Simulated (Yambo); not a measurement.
Yambo run on SrTiO3 (cubic perovskite, space group Pm-3m, No. 221). The wavefunctions are norm-conserving LDA (Quantum ESPRESSO, 84 Ry, scalar-relativistic) ones on a 4×4×4 mesh (20 occupied bands); a = 3.913 Å, b = 3.913 Å, c = 3.913 Å, α = 90.00°, β = 90.00°, γ = 90.00°.

Yambo input:

```
rim_cut
gw0
dyson
el_el_corr
HF_and_locXC
ppa
em1d
RandQpts= 1000000
RandGvec= 1 Ry
EXXRLvcs= 84 Ry
VXCRLvcs= 336 Ry
Chimod= "HARTREE"
% BndsRnXp
 2 | 47 |
%
NGsBlkXp= 3 Ry
% LongDrXp
 1.0 | 1.0 | 1.0 |
%
PPAPntXp= 27.2114 eV
% GbndRnge
 1 | 47 |
%
GTermKind= "none"
DysSolver= "n"
ExtendOut
% QPkrange
 1 | 1 | 20 | 21 |
 10 | 10 | 20 | 20 |
%
```

k points by index: 1 = Γ, 10 = R.

Resulting energies as the program prints them:

```
#    K-point    Band    Eo [eV]    E [eV]    E-Eo [eV]    Vxc [eV]    Vnlxc [eV]    Sc|Eo [eV]    Sc|E [eV]    dSc/dw|Eo [eV]    Re(Z)    Im(Z)
#
    1    20    -0.361701    -0.277813    0.083887    -20.28133    -25.21755    5.044370    5.020114    -7.881642    0.775404    -0.001459
    1    21    1.798352    3.922876    2.124524    -18.86224    -11.46866    -4.678491    -5.269059    -7.563466    0.782499    -0.001523
    10    20    0.000000    0.067835    0.067835    -19.92367    -25.02173    5.186015    5.165892    -8.089982    0.770828    -0.001496
```
(The two width columns are left out.) Convergence of these settings isn't established.

Geometry of the Materials Project entry, not relaxed at this level.
